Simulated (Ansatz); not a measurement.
# How close does DFT come to the measured hyperfine parameters of MoS2?

**What was measured.**

“Density functional theory-based electric field gradient database”, 2020, arXiv:2005.09255 quotes: |V_zz| at Mo 7.09 × 10²¹ V/m²; |V_zz| at S 5.54 × 10²¹ V/m².

Cell of run 1: an entry of the Crystallography Open Database (COD), atoms as given.

```yaml
crystal:
  lattice:
    - [3.16900, 0.00000, 0.00000]
    - [-1.58450, 2.74443, 0.00000]
    - [0.00000, 0.00000, 12.32400]
  atoms:
    - { symbol: Mo, position: [0.33333, 0.66667, 0.25000] }
    - { symbol: Mo, position: [0.66667, 0.33333, 0.75000] }
    - { symbol: S, position: [0.33333, 0.66667, 0.62300] }
    - { symbol: S, position: [0.66667, 0.33333, 0.12300] }
    - { symbol: S, position: [0.33333, 0.66667, 0.87700] }
    - { symbol: S, position: [0.66667, 0.33333, 0.37700] }
```

Sites (sets of like atoms) are named by element and the number of their first atom in this list.

All runs are DFT with Ansatz 0.2.0 (plane waves and PAW, scalar-relativistic unless spin–orbit coupling is named, Γ-centred meshes, Fermi–Dirac smearing) in this cell. Start moments of run 1 (μB): 2 on each Mo, none on the rest.

Run 1: PBE, parallel start moments, atoms as given; 420 eV, 11×11×3 k-points, smearing 0.02 eV.
Run 2: r2SCAN, parallel start moments, at the relaxed atoms; 500 eV, 11×11×3 k-points, smearing 0.02 eV.
Run 3: LDA, parallel start moments, at the relaxed atoms; 420 eV, 11×11×3 k-points, smearing 0.02 eV.

Relaxed positions (PBE, cell held):

```
CELL_PARAMETERS angstrom
3.16900 0.00000 0.00000
-1.58450 2.74443 0.00000
0.00000 0.00000 12.32400
ATOMIC_POSITIONS crystal
Mo 0.33333 0.66667 0.25000
Mo 0.66667 0.33333 0.75000
S 0.33333 0.66667 0.62327
S 0.66667 0.33333 0.12327
S 0.33333 0.66667 0.87673
S 0.66667 0.33333 0.37673
```

The measured V_zz are derived from measured couplings with the nuclear moments that the source uses.

**Question.** How well do the runs reproduce the measured values?

**Answer.** 

```json
{"quantity": "|V_zz| at Mo", "unit": "10²¹ V/m²", "measured": "7.09", "run 1": "7.53", "run 2": "7.71", "run 3": "7.73"}
{"quantity": "|V_zz| at S", "unit": "10²¹ V/m²", "measured": "5.54", "run 1": "5.24", "run 2": "5.38", "run 3": "5.32"}
```

The runs' values of the |V_zz| at Mo lie within 3 % of one another and miss by +6 % to +9 %. The runs' values of the |V_zz| at S lie within 3 % of one another and miss by -3 % to -5 %.

The runs hold the atoms at rest, while the measurements include thermal motion.

Without spin–orbit coupling (the program notes it for Mo) the gradients can shift somewhat, as the gap is small. In run 2 the program didn't check the stability of the electronic state in full, so a lower one may lie near. In runs 1, 2, 3 the start moments die out. In run 3 the atoms aren't at the calculated equilibrium (largest force 0.42 eV/Å). The cell isn't the equilibrium one in run 3 (calculated pressure -5 GPa), and the entry's cell may itself be off.
